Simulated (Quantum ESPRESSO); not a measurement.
```cif
data_Cu2I2
_chemical_formula_sum 'Cu2 I2'
_space_group_name_H-M_alt 'P-3m1'
_space_group_IT_number 164
_space_group_name_Hall '-P 3 2"'
_cell_length_a 4.06750
_cell_length_b 4.06750
_cell_length_c 7.09549
_cell_angle_alpha 90.000
_cell_angle_beta 90.000
_cell_angle_gamma 120.000
loop_
_atom_site_label
_atom_site_type_symbol
_atom_site_symmetry_multiplicity
_atom_site_Wyckoff_symbol
_atom_site_fract_x
_atom_site_fract_y
_atom_site_fract_z
_atom_site_occupancy
Cu1 Cu 2 d 0.33333 0.66667 0.40555 1
I1 I 2 d 0.66667 0.33333 0.22966 1
```

Cell and atoms were relaxed with PBE+D3(BJ) from Materials Project entry mp-570081, within its symmetry.

What does PBEsol (pw.x of Quantum ESPRESSO, ONCV potentials, scalar-relativistic) give for the electronic structure near the Fermi level?

The PBEsol gap is direct, 1.48 eV at Γ. Without spin-orbit coupling, band edges of such heavy elements can be off by tenths of an eV. The filled Cu 3d shell has no Hubbard U; semilocal functionals place it too high.

This is not the ordinary phase of the substance; no match was found in the copy of COD used, and its stability was not checked.
